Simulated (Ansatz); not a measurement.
### Question
Name crystals whose computed values (the program Ansatz at the PBEsol level (PAW)) fall in these windows: G_Hill (GPa) 40 to 55; Θ_D (K) 290 to 380.

### Answer


| crystal | G_Hill (GPa) | Θ_D (K) |
|---|---|---|
| GaMo2N, P6_3/mmc (Ga on 2d, Mo on 4f, N on 2a) | 49.6 | 338 |
| Al3GaAs4, P-4m2 (Pearson symbol tP8) | 40.4 | 366 |
| AlGaAs2, P-4m2 (Ga on 1a, As on 2g, Al on 1c) | 41.2 | 353 |
| GaNi, CsCl type | 47.7 | 339 |
| Zn, hcp (Mg type) | 46.2 | 336 |
Others may fit too.

Built on a structure type that need not be the filed one of that space group: GaNi, CsCl type. Typed or built starts, not in the databases checked: GaMo2N, P6_3/mmc (Ga on 2d, Mo on 4f, N on 2a); Al3GaAs4, P-4m2 (Pearson symbol tP8); AlGaAs2, P-4m2 (Ga on 1a, As on 2g, Al on 1c). Standing as an ambient phase not checked: GaNi, CsCl type. Began spin-polarised and lost the moments: GaMo2N, P6_3/mmc (Ga on 2d, Mo on 4f, N on 2a); GaNi, CsCl type. All cells were relaxed under the symmetry of their starts (and spin orders); stability against distortions was not tested throughout. Spin–orbit coupling is left out wherever it is not named.

Potentials: the earlier of the program's two PAW sets. The files were generated under PBE; for other functionals the program regenerates the frozen cores, and for LDA and PBEsol the local potential too.
